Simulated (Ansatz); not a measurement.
The start is a relaxed NiSb cell deformed by the Cartesian strain tensor (xx, yy, zz, yz, xz, xy) = (-0.066, -0.004, 0.048, 0.044, -0.055, -0.049). The cell and all atomic positions are relaxed at zero pressure with PBE (plane waves to 420 eV, PAW, scalar-relativistic; Ansatz, a program for electronic structure). First-step values are on the input's coarse k-mesh.

Ansatz input (later rounds restart from its end on a renewed k-mesh):
Ansatz 0.2 input:
```yaml
crystal:
  lattice:
    - [3.7134702875, -0.1928300952, -0.2186733039]
    - [-2.0237309048, 3.52585377, 0.260837961]
    - [-0.2838014872, 0.2270411897, 5.407708337]
  atoms:
    - { symbol: Ni, position: [0, 0, 0] }
    - { symbol: Ni, position: [0, 0, 0.5] }
    - { symbol: Sb, position: [0.3333333333, 0.6666666667, 0.25] }
    - { symbol: Sb, position: [0.6666666667, 0.3333333333, 0.75] }
basis: { ecutwfc: 420, ecutrho_ratio: 4, xc_grid: 2, fft_grid_basis: typed }
kpoints: { mp_grid: { grid: [10, 10, 6] } }
hamiltonian:
  xc: pbe
  dispersion: none
  pseudopotentials: { kind: paw }
scf: { occupations: { method: fermi_dirac, width: 0.05 } }
relax: { f_tol: 0.01, max_steps: 100, cell: { stress_tol: 0.02 } }
output: { forces: true, stress: true }
```

**Question.** Which atoms feel the largest initial force, and how large is it?

**Answer.** 0.90 eV/Å, on Sb3, Sb4 (atoms numbered as listed).

**Question.** How does the volume per atom move from start to end?

**Answer.** +3.3 %, from 17.09 to 17.66 Å³/atom.

**Question.** Is the parent structure recovered?

**Answer.** It relaxes back to the parent, P6₃/mmc (No. 194).

Relaxed structure:

```cif
data_Ni2Sb2
_chemical_formula_sum 'Ni2 Sb2'
_space_group_name_H-M_alt 'P63/mmc'
_space_group_IT_number 194
_space_group_name_Hall '-P 6c 2c'
_cell_length_a 3.97543
_cell_length_b 3.97543
_cell_length_c 5.16093
_cell_angle_alpha 90.000
_cell_angle_beta 90.000
_cell_angle_gamma 120.000
loop_
_atom_site_label
_atom_site_type_symbol
_atom_site_symmetry_multiplicity
_atom_site_Wyckoff_symbol
_atom_site_fract_x
_atom_site_fract_y
_atom_site_fract_z
_atom_site_occupancy
Ni1 Ni 2 a 0.00000 0.00000 0.00000 1
Sb1 Sb 2 c 0.33333 0.66667 0.25000 1
```

Final values are on a 14×14×9 k-mesh of the relaxed cell. No spin polarisation in the result. A magnetic state may lie lower.

The run could not lose the symmetry of its start.
